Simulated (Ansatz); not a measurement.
Input file for Ansatz (a program for electronic structure):

Ansatz 0.2 input:
```yaml
crystal:
  lattice:
    - [4.7691651825, 0.0, 0.0]
    - [-2.3845825913, 4.1302182029, 0.0]
    - [0.0, 0.0, 6.5715222888]
  atoms:
    - { symbol: Si, position: [0.1594884677, 0.3189769355, 0.0] }
    - { symbol: Si, position: [0.8405115323, 0.1594884677, 0.6666666667] }
    - { symbol: Si, position: [0.6810230645, 0.8405115323, 0.3333333333] }
    - { symbol: Si, position: [0.8405115323, 0.6810230645, 0.0] }
    - { symbol: Si, position: [0.1594884677, 0.8405115323, 0.6666666667] }
    - { symbol: Si, position: [0.3189769355, 0.1594884677, 0.3333333333] }
    - { symbol: Nb, position: [0.5, 0.0, 0.0] }
    - { symbol: Nb, position: [0.5, 0.5, 0.6666666667] }
    - { symbol: Nb, position: [0.0, 0.5, 0.3333333333] }
kpoints:
  mp_grid: { grid: [7, 7, 5] }
  band_path:
    path:
      - [[0.0, 0.0, 0.0], [0.5, 0.0, 0.0], [0.3333333333, 0.3333333333, 0.0], [0.0, 0.0, 0.0], [0.0, 0.0, 0.5], [0.5, 0.0, 0.5], [0.3333333333, 0.3333333333, 0.5], [0.0, 0.0, 0.5]]  # Γ-M-K-Γ-A-L-H-A
      - [[0.5, 0.0, 0.5], [0.5, 0.0, 0.0]]  # L-M
      - [[0.3333333333, 0.3333333333, 0.5], [0.3333333333, 0.3333333333, 0.0]]  # H-K
    npoints: 8
basis: { xc_grid: 2 }
hamiltonian:
  xc: pbesol
  pseudopotentials: { kind: paw }
magnetization: { noncollinear: true, spin_orbit: true }
scf:
  n_extra_bands: 19
  convergence: { dr2_threshold: 0.0000000001 }
  occupations: { method: gaussian, width: 0.05 }
output: { eigenvalues: true }
```

Output (shortened):

```
Pseudopotential: Si, paw_fr, valence charge 4
Pseudopotential: Nb, paw_fr, valence charge 13
Functional definition: PBEsol
non-collinear run that drives no moment, with spin-orbit …
Crystal: 9 atoms, lattice volume = 129.444 Å³
Basis set: ecut = 420 eV, 2523 PW (Γ), exchange–correlation on 64×64×90 points (8 copies of the dense FFT grid, shifted against one another)
Bands: 82, of which v1, the nominal top of the filled ones, is band 63 counted from 1 (62 counted from 0)
Symmetry: 12 space group operations + 12 with time reversal
k-points: 24 of 245 (time reversal used)
Projection manifold: j_resolved (fully-relativistic pseudo-atomic orbitals)
SCF iter   1: F=—  HF=-17225.979793 eV  |F-HF|=—  |Δ(HF+E_count)|=         —  Δρ=5.91e-2  dr2=5.91e0  dr2_m=0.00e0 (ungated)  ethr=3.10e-3  |M|=0.00e0 ∫|m|=0.00e0 μB  |m|>n=0.0e0 m-floor=0.0e0 τ_xc=0.0e0  β_m=0.30  ⟨swp⟩=6.4  Hψ=10208  notcnv=0  defer=40
preconditioner: auto → Kerker (q_TF=auto, 2.420 Å⁻¹)
spin=Noncollinear: Kerker preconditioning applied to the charge; magnetization (m_x, m_y, m_z) channels mix plain (no charge-response kernel on spin).
SCF iter   2: F=—  HF=-17224.927882 eV  |F-HF|=—  |Δ(HF+E_count)|=    1.05e0  Δρ=4.01e-2  dr2=2.31e0  dr2_m=0.00e0 (ungated)  ethr=3.10e-3  |M|=0.00e0 ∫|m|=0.00e0 μB  |m|>n=0.0e0 m-floor=0.0e0 τ_xc=0.0e0  β_m=0.56  ⟨swp⟩=2.3  Hψ=2980  notcnv=0  defer=298
SCF iter   3: F=—  HF=-17224.260576 eV  |F-HF|=—  |Δ(HF+E_count)|=   6.67e-1  Δρ=1.06e-2  dr2=1.43e-1  dr2_m=0.00e0 (ungated)  ethr=3.10e-3  |M|=0.00e0 ∫|m|=0.00e0 μB  |m|>n=0.0e0 m-floor=0.0e0 τ_xc=0.0e0  β_m=0.78  ⟨swp⟩=4.0  Hψ=3422  notcnv=0  defer=298
SCF iter   4: F=—  HF=-17224.222908 eV  |F-HF|=—  |Δ(HF+E_count)|=   3.77e-2  Δρ=2.12e-3  dr2=8.31e-3  dr2_m=0.00e0 (ungated)  ethr=2.27e-4  |M|=0.00e0 ∫|m|=0.00e0 μB  |m|>n=0.0e0 m-floor=0.0e0 τ_xc=0.0e0  β_m=0.89  ⟨swp⟩=2.2  Hψ=3207  notcnv=0  defer=312
SCF iter   5: F=—  HF=-17224.220632 eV  |F-HF|=—  |Δ(HF+E_count)|=   2.28e-3  Δρ=1.77e-4  dr2=3.16e-5  dr2_m=0.00e0 (ungated)  ethr=1.32e-5  |M|=0.00e0 ∫|m|=0.00e0 μB  |m|>n=0.0e0 m-floor=0.0e0 τ_xc=0.0e0  β_m=0.94  ⟨swp⟩=2.8  Hψ=3158  notcnv=0  defer=312
SCF iter   6: F=—  HF=-17224.220627 eV  |F-HF|=—  |Δ(HF+E_count)|=   5.24e-6  Δρ=3.23e-5  dr2=1.31e-6  dr2_m=0.00e0 (ungated)  ethr=5.02e-8  |M|=0.00e0 ∫|m|=0.00e0 μB  |m|>n=0.0e0 m-floor=0.0e0 τ_xc=0.0e0  β_m=0.97  ⟨swp⟩=2.2  Hψ=2527  notcnv=0  defer=312
SCF iter   7: F=—  HF=-17224.220719 eV  |F-HF|=—  |Δ(HF+E_count)|=   9.17e-5  Δρ=6.10e-6  dr2=6.62e-8  dr2_m=0.00e0 (ungated)  ethr=2.07e-9  |M|=0.00e0 ∫|m|=0.00e0 μB  |m|>n=0.0e0 m-floor=0.0e0 τ_xc=0.0e0  β_m=0.99  ⟨swp⟩=2.2  Hψ=2772  notcnv=0  defer=312
SCF iter   8: F=—  HF=-17224.220719 eV  |F-HF|=—  |Δ(HF+E_count)|=   1.71e-8  Δρ=7.40e-7  dr2=7.58e-10  dr2_m=0.00e0 (ungated)  ethr=1.05e-10  |M|=0.00e0 ∫|m|=0.00e0 μB  |m|>n=0.0e0 m-floor=0.0e0 τ_xc=0.0e0  β_m=0.99  ⟨swp⟩=2.0  Hψ=2591  notcnv=0  defer=312
SCF iter   9: F=-17224.220719 eV  HF=-17224.220719 eV  |F-HF|=1.09e-11  |Δ(HF+E_count)|=  2.33e-10  Δρ=1.25e-7  dr2=2.20e-11  dr2_m=0.00e0 (ungated)  ethr=1.00e-12  |M|=0.00e0 ∫|m|=0.00e0 μB  |m|>n=0.0e0 m-floor=0.0e0 τ_xc=0.0e0  ⟨swp⟩=11.3  Hψ=8494  notcnv=0
SCF 1 converged in 9 iterations: F = -17224.220719 eV  dr2 = 2.20e-11
NSCF: frozen V_eff on 75 k-points
SCF converged after 9 iterations
Magnetization: |M| = 0.0000 μB,  M = (+0.0000, +0.0000, +0.0000) μB
Absolute magnetization: 0.0000 μB (∫|m|)
  site 0: m = (+0.0000, +0.0000, +0.0000) μB, |m| = 0.0000 μB  (R = 1.05 Å)
  site 1: m = (+0.0000, +0.0000, +0.0000) μB, |m| = 0.0000 μB  (R = 1.05 Å)
  site 2: m = (+0.0000, +0.0000, +0.0000) μB, |m| = 0.0000 μB  (R = 1.05 Å)
  site 3: m = (+0.0000, +0.0000, +0.0000) μB, |m| = 0.0000 μB  (R = 1.05 Å)
  site 4: m = (+0.0000, +0.0000, +0.0000) μB, |m| = 0.0000 μB  (R = 1.05 Å)
  site 5: m = (+0.0000, +0.0000, +0.0000) μB, |m| = 0.0000 μB  (R = 1.05 Å)
  site 6: m = (+0.0000, +0.0000, +0.0000) μB, |m| = 0.0000 μB  (R = 1.07 Å)
  site 7: m = (+0.0000, +0.0000, +0.0000) μB, |m| = 0.0000 μB  (R = 1.07 Å)
  site 8: m = (+0.0000, +0.0000, +0.0000) μB, |m| = 0.0000 μB  (R = 1.07 Å)
Free energy (F): -17224.220719 eV
Harris-Foulkes:  -17224.220719 eV  (|F-HF|=1.09e-11)
Internal energy: -17224.215364 eV  (E = F + TS)
E sigma→0 (E₀):  -17224.218041 eV
Entropy (-TS):   -0.005355 eV (-0.595 meV/atom)
Fermi energy:    14.674473 eV
--- Per-component energies (eV) ---
  E_band       = -134.592393
  E_kinetic    = 1447.294152
  E_local      = -2778.128213  (includes V_loc(G=0)·N_el)
  E_nonlocal   = 514.776527
  E_hartree    = 978.433369
  E_xc         = -864.225786
  E_vxc        = -935.322314  (∫ρ·V_xc dr)
  E_paw        = -12048.625601  (= ΣΔE_a)
  E_vpaw       = -340.079451  (= ΣTr[D̂ρ^β])
  E_aug_tail   = 0.000055  (compensation charges beyond the density's cutoff)
  E_ewald      = -4474.498272
  E_core_change = 0.758405  (= ΣΔE_core)
  E_smearing   = -0.005355  (= −TS)
  E_closure    = 0.000000  (closes the sum)
  Σ components = -17224.220719   (vs F -17224.220719, Δ=0.00e0)
  [band-id]    e_kinetic+e_local+e_nonlocal+2·e_hartree+e_vxc+e_vpaw+e_augmentation_tail = -134.592505   (vs E_band -134.592393, Δ=-1.12e-4)
--- Band table (eV; the first three rows and the last of 24) ---
  k-point 0: bands = ["-39.7913", "-39.7913", "-39.7513", "-39.7513", "-39.7513", "-39.7513", "-17.4618", "-17.4618", "-17.4614", "-17.4614", "-17.3449", "-17.3449", "-15.4468", "-15.4468", "-15.4234", "-15.4234", "-15.3551", "-15.3551", "-15.3069", …
  k-point 1: bands = ["-39.7890", "-39.7890", "-39.7617", "-39.7617", "-39.7431", "-39.7431", "-17.4836", "-17.4834", "-17.4333", "-17.4317", "-17.3532", "-17.3510", "-15.4664", "-15.4496", "-15.4187", "-15.3925", "-15.3670", "-15.3457", "-15.3124", …
  k-point 2: bands = ["-39.7824", "-39.7824", "-39.7728", "-39.7728", "-39.7386", "-39.7386", "-17.4953", "-17.4951", "-17.4022", "-17.3994", "-17.3737", "-17.3705", "-15.4732", "-15.4670", "-15.3931", "-15.3781", "-15.3640", "-15.3469", "-15.3028", …
  k-point 23: bands = ["-39.7771", "-39.7771", "-39.7621", "-39.7621", "-39.7538", "-39.7538", "-17.4577", "-17.4554", "-17.4352", "-17.4324", "-17.3988", "-17.3967", "-15.4639", "-15.4316", "-15.4143", "-15.4091", "-15.3852", "-15.3603", "-15.3286", …
```

Cost: very roughly 4 core-minutes on shared cores.

Space group P6_422. The workflow started from an entry of the Crystallography Open Database (COD), which files this formula under 2 space groups. Whether it is the stable phase at ambient conditions was not checked. Symmetry was held in the PBEsol relaxation; its stability against distortions is not shown here. The run is not spin-polarised.

Potentials: the later of the program's two PAW sets.

Ansatz is a plane-wave DFT program.
